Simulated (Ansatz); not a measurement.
Given:

B2W:
```cif
data_B8W4
_chemical_formula_sum 'B8 W4'
_space_group_name_H-M_alt 'P63/mmc'
_space_group_IT_number 194
_space_group_name_Hall '-P 6c 2c'
_cell_length_a 3.01116
_cell_length_b 3.01116
_cell_length_c 13.95820
_cell_angle_alpha 90.000
_cell_angle_beta 90.000
_cell_angle_gamma 120.000
loop_
_atom_site_label
_atom_site_type_symbol
_atom_site_symmetry_multiplicity
_atom_site_Wyckoff_symbol
_atom_site_fract_x
_atom_site_fract_y
_atom_site_fract_z
_atom_site_occupancy
B1 B 4 f 0.66667 0.33333 0.02327 1
B2 B 2 b 0.00000 0.00000 0.25000 1
B3 B 2 d 0.66667 0.33333 0.25000 1
W1 W 4 f 0.33333 0.66667 0.13550 1
```

This is the r²SCAN-relaxed structure.

Task: All from r²SCAN (plane waves, PAW; program Ansatz), unless another level is named. Give the electronic character.

Result: metallic (no gap).

Task: And the formation energy from the elements (no fitted shifts)?

Result: -0.34 eV/atom.

Task: Give the density of states at the Fermi level.

Result: 0.23 states/eV per atom (mean over ±0.08 eV).

Task: Next, the gap with spin–orbit coupling?

Result: none (metallic).

Space group P6_3/mmc. The workflow started from a Materials Project entry (that database holds measured and hypothetical structures alike); the Crystallography Open Database files this formula in space group No. 194, but the cells were not matched. Whether it is the stable phase at ambient conditions was not checked. The cell was relaxed with r²SCAN under the symmetry of its start; its stability against distortions is not shown here. The run is not spin-polarised. The references are the lowest solids computed at this level, not always the standard phases. Spin–orbit coupling is left out wherever it is not named.

Potentials: the later of the program's two PAW sets.
